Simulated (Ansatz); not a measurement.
Formation energies in the Ba–S system, lowest calculated structure of each composition. Level of theory: r2SCAN (plane waves to 500 eV, PAW, scalar-relativistic; Ansatz, a quantum-chemistry and plane-wave program). Element references, the lowest calculated here: Ba (Im-3m), S (Fddd).

| phase | x(S) | space group | E_f (eV/atom) | above hull (eV/atom) |
|---|---|---|---|---|
| Ba | 0.000 | Im-3m | 0.00 | 0.00 |
| BaS | 0.500 | Fm-3m | -2.43 | 0.00 |
| BaS2 | 0.667 | C2/c | -1.67 | 0.00 |
| BaS3 | 0.750 | P-42₁m | -1.28 | 0.00 |
| S | 1.000 | Fddd | 0.00 | 0.00 |

On the hull: BaS, BaS3. Within about 0.01 eV/atom of decomposing, too close to call: BaS2.

This is the hull of the energies calculated here, no anion corrections; phases that were not calculated are missing from it. Values are rounded to 0.01 eV/atom. The compounds carry no spin polarisation.
